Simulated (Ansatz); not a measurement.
## MnAu$_{2}$ (I4/mmm): electronic heat capacity from the density of states

Computed with DFT PBEsol, scalar-relativistic, plane waves, PAW (Ansatz).

Cutoff 420 eV; k points 18×18×18 on the computed 3-atom cell (Γ-centred); Gaussian smearing, width 0.10 eV; collinear spin from starting moments 4.17 0 0 μB.

Relaxed cell: I4/mmm, a = 3.342 Å, b = 3.342 Å, c = 8.596 Å, α = 90.00°, β = 90.00°, γ = 90.00°, 3 atoms in the primitive cell. Whether it is the stable form of this composition wasn't checked.

The density of states at the Fermi level is 0.930 states/eV in the cell of 3 atoms (1 formula unit; both spins, tetrahedra on a 27×27×27 mesh). The run ends with a moment of 3.95 μB a cell (largest on a site 3.79 μB), and the figure is for this state; a paramagnetic sample can have a quite different one. Another magnetic order, if the compound takes it, can change N(E_F) and the shape of the cell a good deal.

Q: What Sommerfeld coefficient does this give?

A: Per formula unit N(E_F) = 0.930 states/eV. γ = (π²/3) k_B² N(E_F) N_A = 2.357 mJ/(mol K²) per state/eV, so γ = 2.2 mJ/(mol K²), a mole of formula units. This is the bare band result: a measured γ of the same phase and magnetic order is as a rule larger by a factor 1 + λ from phonons and spin fluctuations. N(E_F) at one energy is sensitive to the mesh where the density of states has sharp peaks.

Spin-orbit coupling is left out, which matters for the bands of heavy elements. Only parallel moments were tried here.

Only this magnetic start was tried.

Cost: 1 run of about 3.5 core-minutes, on Arm Neoverse V2 (shared hosts).